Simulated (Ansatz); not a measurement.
An Ansatz (a first-principles code) input:

Ansatz 0.2 input:
```yaml
crystal:
  lattice:
    - [5.5713061586, 0.0, 0.0]
    - [0.0, 5.5713061586, 0.0]
    - [0.0, 0.0, 5.5713061586]
  atoms:
    - { symbol: Ga, position: [0.25, 0.0, 0.5] }
    - { symbol: Ga, position: [0.5, 0.25, 0.0] }
    - { symbol: Ga, position: [0.5, 0.75, 0.0] }
    - { symbol: Ga, position: [0.75, 0.0, 0.5] }
    - { symbol: Ga, position: [0.0, 0.5, 0.75] }
    - { symbol: Ga, position: [0.0, 0.5, 0.25] }
    - { symbol: N, position: [0.25, 0.5, 0.0] }
    - { symbol: N, position: [0.0, 0.25, 0.5] }
    - { symbol: N, position: [0.0, 0.75, 0.5] }
    - { symbol: N, position: [0.75, 0.5, 0.0] }
    - { symbol: N, position: [0.5, 0.0, 0.75] }
    - { symbol: N, position: [0.5, 0.0, 0.25] }
kpoints:
  mp_grid: { grid: [4, 4, 4] }
  band_path:
    path:
      - [[0.0, 0.0, 0.0], [0.0, 0.5, 0.0], [0.5, 0.5, 0.0], [0.0, 0.0, 0.0], [0.5, 0.5, 0.5], [0.0, 0.5, 0.0]]  # Γ-X-M-Γ-R-X
      - [[0.5, 0.5, 0.5], [0.5, 0.5, 0.0]]  # R-M
      - [VBM, CBM]
    npoints: 12
basis: { xc_grid: 2 }
hamiltonian:
  xc: pbe
  pseudopotentials: { kind: paw }
magnetization: { noncollinear: true, spin_orbit: true }
scf:
  n_extra_bands: 24
  convergence: { dr2_threshold: 0.0000000001 }
  occupations: { method: gaussian, width: 0.01 }
checkpoint: { write: soc.run }
output: { eigenvalues: true }
```

Question: How many symmetry operations and irreducible k-points will the run report?

Answer: 48 operations, 10 of 64 k-points.

Question: With a cutoff of 420 eV, how many plane waves at Γ?

Answer: 3407.

It took roughly 14 core-minutes on shared server cores.

Space group Pm-3n. The start of the workflow was typed in or built on a structure type; neither database checked (COD, Materials Project) lists it. It is not the phase usual at ambient conditions (space group No. 186, 216). The cell was relaxed with PBE under the symmetry of its start; its stability against distortions is not shown here.

Potentials: the later of the program's two PAW sets.

Ansatz is a plane-wave DFT program.
